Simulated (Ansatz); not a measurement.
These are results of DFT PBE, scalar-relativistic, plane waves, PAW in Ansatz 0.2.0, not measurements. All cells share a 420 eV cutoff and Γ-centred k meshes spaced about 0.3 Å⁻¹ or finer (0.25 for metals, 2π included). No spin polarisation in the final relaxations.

All energies are static (0 K, no zero-point motion). All come from trial cells, and lower structures may exist.

**Question.** Which of these relaxed structures of TiGe2W4 is the lowest in energy?
A.

```xyz
7
Lattice="3.7353 0.0000 0.0000 0.0000 3.7353 0.0000 0.0000 0.0000 8.6228" Properties=species:S:1:pos:R:3 pbc="T T T"
Ti    1.8677    1.8677    0.0000
Ge    1.8677    0.0000    6.5580
Ge    0.0000    1.8677    2.0648
W     1.8677    0.0000    2.1224
W     0.0000    1.8677    6.5004
W     1.8677    1.8677    4.3114
W     0.0000    0.0000    4.3114
```

B.

```xyz
14
Lattice="-4.9331 4.9331 2.4277 4.9331 -4.9331 2.4277 4.9331 4.9331 -2.4277" Properties=species:S:1:pos:R:3 pbc="T T T"
Ti    0.0000    0.0000    1.2139
Ti    0.0000    0.0000    3.6416
Ge   -1.3711    3.5620    2.4277
Ge    1.3711    3.5620    0.0000
Ge    6.3042    1.3711    0.0000
Ge    3.5620    1.3711    2.4277
W     2.2280    0.8817    0.0000
W     0.8817    7.6383    0.0000
W     0.8817    2.2280    2.4277
W     2.2280   -0.8817    2.4277
W     4.0514   -2.7052    2.4277
W     2.7052    5.8148    0.0000
W     4.0514    2.7052    0.0000
W     2.7052    4.0514    2.4277
```

C.

```xyz
14
Lattice="7.3476 0.0000 0.0000 0.0000 7.3476 0.0000 0.0000 0.0000 4.3915" Properties=species:S:1:pos:R:3 pbc="T T T"
Ti    0.0000    0.0000    0.0000
Ti    3.6738    3.6738    2.1957
Ge    2.2538    5.0938    0.0000
Ge    5.0938    2.2538    0.0000
Ge    5.9276    5.9276    2.1957
Ge    1.4200    1.4200    2.1957
W     0.8326    4.6939    2.1957
W     2.6537    6.5150    2.1957
W     6.5150    2.6537    2.1957
W     4.6939    0.8326    2.1957
W     1.0201    2.8412    0.0000
W     6.3275    4.5064    0.0000
W     2.8412    1.0201    0.0000
W     4.5064    6.3275    0.0000
```

**Answer.** C. It has space group P4_2/mnm (No. 136); the next, B, with space group I4/mcm (No. 140), lies 119 meV/atom higher. Counting Ti or W atoms around Ge (for each partner element, those within 1.25 times its shortest distance or 1.15 times the sum of covalent radii, where it is the nearest in units of that sum or under 1.3; a plus sign parts groups by distance over the sum of covalent radii), the lowest has Ge 6+3 and the next has Ge 8. Even the lowest lies +0.23 eV/atom against the elements.

Spin–orbit coupling, which can matter for W, is left out. With atoms moved at random, P4_2/mnm (by 17 meV/atom) fell into a lower structure. Without a clear test, and held by symmetry: I4/mcm and P-4m2.

Some candidate types were left out of the draw beforehand, so a known form may be missing.
